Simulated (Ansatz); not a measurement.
Consider the following.

ZnInGaO$_{4}$:
```
ZnInGaO4
1.0
    1.65755     0.95699     8.58412
   -1.65755     0.95699     8.58412
    0.00000    -1.91397     8.58412
Zn In Ga O
1 1 1 4
Direct
  0.21869   0.21869   0.21869
  0.00295   0.00295   0.00295
  0.78713   0.78713   0.78713
  0.29511   0.29511   0.29511
  0.71124   0.71124   0.71124
  0.12117   0.12117   0.12117
  0.86372   0.86372   0.86372
```

This is the PBEsol-relaxed structure. Tensor components refer to the Cartesian frame of this cell.

Task: All from plane-wave PAW PBEsol (Ansatz code), unless another level is named. Estimate the gap with spin–orbit coupling.

Result: 1.15 eV.

Task: And the HSE06 gap on the PBEsol cell?

Result: 2.98 eV.

Task: Next, the band gap?

Result: 1.17 eV (direct).

Task: Next, the hole effective mass, band 2 of 2 at the edge?

Result: 0.40 along x (mₑ).

Task: And the formation energy from the elements (no fitted shifts)?

Result: -1.66 eV/atom.

Task: What about the electron effective mass with spin–orbit coupling?

Result: 0.18, 0.19, 0.19 mₑ (principal values).

Space group R3m. The PBEsol relaxation kept the symmetry of its start. The references are the lowest solids computed at this level, not always the standard phases (solids in place of the gases). Spin–orbit coupling is left out wherever it is not named.

Potentials: the earlier of the program's two PAW sets. The files were generated under PBE; for other functionals the program regenerates the frozen cores, and for LDA and PBEsol the local potential too.
